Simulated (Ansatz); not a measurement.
This cell of CeO₂ (fluorite) is off equilibrium:

```xyz
3
Lattice="0.0000 2.7187 2.7187 2.7187 0.0000 2.7187 2.7187 2.7187 0.0000" Properties=species:S:1:pos:R:3 pbc="T T T"
Ce     0.0543     0.0543     0.0543
O      1.3593     1.3593     1.3593
O      4.0780     4.0780     4.0780
```

Calculation: r2SCAN (plane waves to 500 eV, PAW, scalar-relativistic; Ansatz, a quantum-chemistry and plane-wave program). k mesh 9×9×9 (Γ-centred), Fermi-Dirac smearing 0.05 eV. The energy includes the smearing's −TS. Compression counts positive. CeO2 is run without spin polarisation. CeO2 was relaxed with its symmetry unable to fall. The filling of the f shell was not checked against other fillings, so treat energies with care.

**Question.** What forces act on the atoms (eV/Å, Cartesian)?

**Answer.** 
```json
[
 {"atom": "Ce1", "Fx": "-0.375", "Fy": "-0.375", "Fz": "-0.375"},
 {"atom": "O2", "Fx": "0.213", "Fy": "0.213", "Fz": "0.213"},
 {"atom": "O3", "Fx": "0.162", "Fy": "0.162", "Fz": "0.162"}
]
```

**Question.** What is the stress tensor (GPa)?

**Answer.** 
```
   0.64     0.09     0.09
   0.09     0.64     0.09
   0.09     0.09     0.64
```
The pressure, a third of the trace, is 0.64 GPa.

**Question.** In it atom 1 sits (0.054, 0.054, 0.054) Å away from its relaxed site. What is its energy relative to the relaxed cell?

**Answer.** 30.4 meV/cell.

(A displaced cell: forces are minus the slopes of the energy, force constants its curvatures, and phonons follow from these.)
